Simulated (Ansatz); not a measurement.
MnTl₂Sb₂ in Ansatz, settings compared

Run with:

```bash
ansatz run input.yaml --threads 1 --pin off --max-ram 2560MiB --backend cpu --events-out ev --progress --plain --runs-dir out
```

input.yaml:

```yaml
crystal:
  lattice:
    - [0.0, 0.0, 6.374382]
    - [7.110128, 0.0, 0.0]
    - [3.555064, 6.785114, -3.187191]
  atoms:
    - { symbol: Tl, position: [0.14641, 0.18569, 0.29282] }
    - { symbol: Tl, position: [0.85359, 0.81431, 0.70718] }
    - { symbol: Tl, position: [0.35359, 0.47851, 0.70718] }
    - { symbol: Tl, position: [0.64641, 0.52149, 0.29282] }
    - { symbol: Sb, position: [0.89905, 0.28505, 0.7981] }
    - { symbol: Sb, position: [0.10095, 0.71495, 0.2019] }
    - { symbol: Sb, position: [0.60095, 0.08315, 0.2019] }
    - { symbol: Sb, position: [0.39905, 0.91685, 0.7981] }
    - { symbol: Mn, position: [0.25, 0.0, 0.0] }
    - { symbol: Mn, position: [0.75, 0.0, 0.0] }
  symmetry: { tolerance: 0.0003 }
kpoints:
  mp_grid: { grid: [3, 3, 3], shift: [0, 0, 0] }
magnetization:
  spin_polarized: false
scf:
  occupations: { method: fermi_dirac, width: 0.0825 }
hamiltonian:
  pseudopotentials: { kind: paw }
  xc: r2scan
basis:
  ecutwfc: 500
output:
  forces: true
  stress: true
  eigenvalues: true
```

Origin of the cell: a known structure type with other elements, at an estimated volume, so it need not be a known compound.

Output of this run (shortened):

```
SCF iter   1: F=—  HF=-79635.521683 eV  Δρ=1.01e-2  dr2=2.61e-1  dr2_τ=1.07e-1  defer=3
SCF iter   2: F=—  HF=-79635.700743 eV  Δρ=1.29e-2  dr2=5.04e-1  dr2_τ=1.37e-2  defer=17
SCF iter   3: F=—  HF=-79635.644720 eV  Δρ=2.55e-3  dr2=1.70e-2  dr2_τ=2.37e-4  defer=17
SCF iter   4: F=—  HF=-79635.646384 eV  Δρ=8.78e-4  dr2=1.34e-3  dr2_τ=1.63e-4  defer=17
SCF iter   5: F=—  HF=-79635.646389 eV  Δρ=5.82e-4  dr2=9.56e-4  dr2_τ=1.08e-5  defer=17
SCF iter   6: F=—  HF=-79635.646317 eV  Δρ=1.21e-4  dr2=6.00e-5  dr2_τ=1.54e-6  defer=17
SCF iter   7: F=—  HF=-79635.646257 eV  Δρ=4.41e-5  dr2=6.05e-6  dr2_τ=1.39e-7  defer=17
SCF iter   8: F=—  HF=-79635.646258 eV  Δρ=1.31e-5  dr2=8.31e-7  dr2_τ=8.51e-9  defer=17
SCF iter   9: F=-79635.646258 eV  HF=-79635.646258 eV  Δρ=2.30e-6  dr2=2.69e-8  dr2_τ=1.32e-9
SCF 1 converged in 9 iterations: F = -79635.646258 eV  dr2 = 2.69e-8
SCF converged after 9 iterations
Free energy (F): -79635.646258 eV
Harris-Foulkes:  -79635.646258 eV  (|F-HF|=9.98e-9)
Internal energy: -79635.512989 eV  (E = F + TS)
E sigma→0 (E₀):  -79635.579624 eV
Entropy (-TS):   -0.133268 eV (-13.327 meV/atom)
Fermi energy:    8.413498 eV
--- Per-component energies (eV) ---
  E_band       = -1560.485681
  E_kinetic    = 2776.632769
  E_local      = -18257.340781  (includes V_loc(G=0)·N_el)
  E_nonlocal   = 3212.796765
  E_hartree    = 7872.954674
  E_xc         = -1602.716739
  E_vxc        = -1360.468332  (∫ρ·V_xc dr)
  E_paw        = -61794.752727  (= ΣΔE_a)
  E_vpaw       = -3776.839935  (= ΣTr[D̂ρ^β])
  E_aug_tail   = 0.000059  (compensation charges beyond the density's cutoff)
  E_vtau       = 98.827972  (kinetic-family band-sum trace: ∫τ·v_τ [+ j·A + Jᵃ·Aᵃ] dr)
  E_ewald      = -11848.704114
  E_core_change = 5.617106  (= ΣΔE_core)
  E_smearing   = -0.133268  (= −TS)
  Σ components = -79635.646258   (vs F -79635.646258, Δ=0.00e0)
--- Forces (eV/Å), atoms counted from 1 ---
  atom   1  Tl    -0.046398     0.012142    -0.000000
[… 4 lines left out …]
  atom   6  Sb    -0.204701     0.268441     0.000000
  atom   7  Sb     0.204701     0.268441     0.000000
  atom   8  Sb    -0.204701    -0.268441     0.000000
  atom   9  Mn     0.000000     0.000000     0.000000
  atom  10  Mn     0.000000     0.000000     0.000000
  max |Σ_I F_I| component: 2.78e-17 eV/Å
--- Stress (GPa, compression-positive) ---
        0.166462       0.000000       0.000000
        0.000000       0.229241       0.000000
        0.000000       0.000000      -2.094020
  P = ⅓ Tr σ = -0.5661 GPa (-5.661 kbar)
```

The same input was run again with these changes:

1. `basis.xc_grid` default → 2; `scf.n_extra_bands` default → 8
2. `total_charge` default → -1; `hamiltonian.xc` r2scan → revpbe; `scf.n_extra_bands` default → 4
3. `scf.eigensolver.kind` default → davidson; `magnetization` { spin_polarized: false } → { spin_polarized: true } (starts: flip); typed moments: none
4. `basis.ecutrho_ratio` default → 6

```tsv
run	end	SCF iterations	P (GPa)	max force component (eV/Å)	moment (μB)	ΔE(σ→0) (meV/atom)
base	converged	9	-0.57	0.268	–	0
1	converged	9	-0.57	0.268	–	0.00
2	converged	11	–	0.600	–	–
3	converged	22	3.78	1.439	6.04	-201.18
4	converged	9	-0.57	0.268	–	0.00
```

Energies are compared only where functional, datasets, charge and starting cell are the same.

Caveats of the base run: no spin polarisation, so a magnetic state may lie lower; no spin-orbit coupling, though heavy elements are present; the k mesh is coarse if the cell is a metal.

Run 2: charged cell with a uniform background, whose pressure depends on convention; forces of this functional can be a tenth off on datasets made under PBE.
Run 3: one start, so the magnetic state may not be the lowest; spin is on but no moment was typed.

The base run took 36 s on 1 thread of Arm Neoverse V2, with other jobs on the host, peak memory 1.4 GiB, from the program's own first density.
